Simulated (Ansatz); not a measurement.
KAu5: computed property card

KAu5:
```
KAu5
1.0
    5.67096     0.00000     0.00000
   -2.83548     4.91119     0.00000
    0.00000     0.00000     4.47785
Au K
5 1
Cartesian
  2.83548   0.00000   2.23893
  1.41774   2.45560   2.23893
 -1.41774   2.45560   2.23893
  0.00000   3.27413   0.00000
  2.83548   1.63706   0.00000
  0.00000   0.00000   0.00000
```

Space group P6/mmm (No. 191); conventional cell a = b = 5.671 Å, c = 4.478 Å, α = β = 90.00°, γ = 120.00°.

Method: the program Ansatz at the PBEsol level (PAW). Geometry: relaxed at this level of theory. Other levels are named where they apply.

### Cell and energy

```yaml
volume_per_atom: 20.79 Å³
density: 13.63 g/cm³
Formation energy from the elements (no fitted shifts): -0.18 eV/atom
```

### Electronic structure

```yaml
electronic_character: metallic (no gap)
Density of states at the Fermi level: 0.22 states/eV per atom (mean over ±0.08 eV)
Gap with spin–orbit coupling: none (metallic)
```

### Mechanics

```yaml
Bulk modulus (Birch–Murnaghan fit): 95.2 GPa
Pressure derivative B′: 6.1
Elastic constants (relaxed ions, GPa): C11 = 130, C12 = 62.1, C13 = 87.3, C33 = 210, C44 = 38.5
mechanical_stability: stable (all eigenvalues of C positive)
hill_bulk_and_shear_moduli: 100 and 37.3 GPa
Young's modulus: 99.4 GPa
Poisson's ratio: 0.33
debye_temperature_from_the_elastic_constants: 201 K
```

### Charges

```yaml
bader_charges: Au -0.16 to -0.14, K +0.76 e
```

The workflow started from an entry of the Crystallography Open Database (COD). Its standing as an ambient phase is unchecked. The PBEsol relaxation kept the symmetry of its start; whether a distortion lowers the energy is not shown. As this level gives no gap, shear constants depend on the k-mesh and smearing (Fermi–Dirac, 0.1 eV here). Axis ratios of metals converge slowly with the k-mesh, so a and c are less sure than the volume. The references are the lowest solids computed at this level, not always the standard phases. Scalar-relativistic: spin–orbit coupling is off unless named, which matters more the heavier the elements.

Potentials: the later of the program's two PAW sets.
